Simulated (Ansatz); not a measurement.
Given:

Ni (fcc, Cu type)

```xyz
4
Lattice="3.4782 0.0000 0.0000 0.0000 3.4782 0.0000 0.0000 0.0000 3.4782" Properties=species:S:1:pos:R:3 pbc="T T T"
Ni     0.0000     0.0000     0.0000
Ni     1.7391     1.7391     0.0000
Ni     1.7391     0.0000     1.7391
Ni     0.0000     1.7391     1.7391
```

In this cell atom 4 (Ni, nearest neighbour Ni at 2.459 Å; its periodic images, 3.5 Å or more away, move with it) is moved by s towards the nearest neighbour, unit vector (-0.707, -0.707, 0.000); all other atoms and the cell stay fixed.

The numbers are results of r2SCAN (plane waves to 500 eV, PAW, scalar-relativistic; Ansatz, an electronic-structure program), not measurements. k mesh 11×11×11 (Γ-centred), Fermi-Dirac smearing 0.05 eV. E stands for the smeared free energy. With partly filled bands, energies and forces of such displacements shift with the k mesh and the smearing. On this mesh the relaxed cell isn't quite at rest: it carries a pressure of 0.1 GPa (compression positive) at the zero of the scan. Ni was relaxed with its symmetry unable to fall. Relaxed Ni ends ferromagnetic. The magnetic order is the one the run started from; other orders were not tried. ΔE is measured from the undisplaced structure.

The scan covers s from -0.490 to 0.490 Å in 11 points.

**Question.** Is this a single well or a double well?

**Answer.** A single well with its minimum at or next to zero displacement.

**Question.** Is the energy the same for equal positive and negative displacements?

**Answer.** Even: the same for both signs. With its periodic images moving along, the atom's site symmetry in this cell is m-3m.

**Question.** What force acts on the atom along the line at s = -0.490 Å?

**Answer.** 6.86 eV/Å.

**Question.** What is the force constant k = d²E/ds² of this move at s = 0?

**Answer.** 10.3 eV/Å².

(For displaced atoms, the force is minus the slope of the energy, and its curvature is a force constant, which sets phonon frequencies.)
